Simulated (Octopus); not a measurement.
MoTe₂ (P63/mmc, No. 194): band energies at special points

MoTe$_{2}$ (P63/mmc, No. 194):
```
CELL_PARAMETERS angstrom
      3.56565     0.00000     0.00000
     -1.78282     3.08794     0.00000
      0.00000     0.00000    14.64778
ATOMIC_POSITIONS crystal
  Te 0.33333 0.66667 0.62782
  Te 0.66667 0.33333 0.37218
  Te 0.66667 0.33333 0.12782
  Te 0.33333 0.66667 0.87218
  Mo 0.33333 0.66667 0.25000
  Mo 0.66667 0.33333 0.75000
```
The cell is a database entry, not relaxed again. Its spacing of the layers comes from a density-functional relaxation and may be several per cent too wide, which shifts gaps by tenths of an eV.

Computed with Octopus (real-space grid): LDA, grid spacing about 0.16 Å, Γ-centred 6×6×2 k-mesh, Fermi-Dirac smearing of 0.03 eV, no spin polarisation, PseudoDojo 0.4 LDA potentials. Spin-orbit coupling is left out.

Energies in eV against the valence band top; 92 electrons a cell outside the pseudopotentials' cores.

```csv
k-point (reduced),band 42,band 43,band 44,band 45,band 46,band 47,band 48,band 49
"Γ (0.000, 0.000, 0.000)",-1.00,-1.00,-0.81,-0.57,0.00,2.87,2.87,2.94
"M (0.500, 0.000, 0.000)",-1.63,-0.84,-0.81,-0.54,-0.40,1.24,1.28,1.48
"K (0.333, 0.333, 0.000)",-3.00,-1.72,-1.72,-0.19,-0.05,0.91,0.91,1.47
"A (0.000, 0.000, 0.500)",-1.01,-1.01,-1.01,-0.12,-0.12,2.90,2.90,2.90
"L (0.500, 0.000, 0.500)",-1.69,-0.82,-0.82,-0.47,-0.47,1.26,1.26,1.60
"H (0.333, 0.333, 0.500)",-2.73,-1.79,-1.79,-0.13,-0.13,0.91,0.91,1.79
```
